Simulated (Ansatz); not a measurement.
This cell of HfO2 (fluorite) is off equilibrium:

```xyz
6
Lattice="0.0000 5.0976 5.0976 2.5488 2.5488 5.0976 2.5488 2.5488 0.0000" Properties=species:S:1:pos:R:3 pbc="T T T"
Hf     0.0000     0.0000     0.0000
Hf     0.0000     2.5488     2.5488
O      1.2744     1.2744     1.0544
O      1.2744     3.8232     4.0432
O      3.8232     8.9208     8.7008
O      3.8232     6.3720     6.5920
```

All values below come from PBE (plane waves to 420 eV, PAW, scalar-relativistic; Ansatz, a quantum-chemistry and plane-wave program). k mesh 11×11×11 (Γ-centred), Fermi-Dirac smearing 0.05 eV. Compression counts positive. HfO2 is run without spin polarisation. HfO2 was relaxed with its symmetry unable to fall. Spin-orbit coupling is left out, though Hf is heavy. This is a high-temperature form of HfO2.

Question: What forces act on the atoms (eV/Å, Cartesian)?

Answer: 
```tsv
atom	Fx	Fy	Fz
Hf1	0.000	0.000	0.000
Hf2	0.000	0.000	0.000
O3	0.000	0.000	-0.073
O4	0.000	0.000	0.073
O5	0.000	0.000	-0.073
O6	0.000	0.000	0.073
```

Question: Give the stress tensor in GPa and the pressure.

Answer: 
```
    1.7      0.0      0.0
    0.0      1.7      0.0
    0.0      0.0      8.9
```
The pressure, a third of the trace, is 4.1 GPa.

(For displaced atoms, the force is minus the slope of the energy, and its curvature is a force constant, which sets phonon frequencies.)
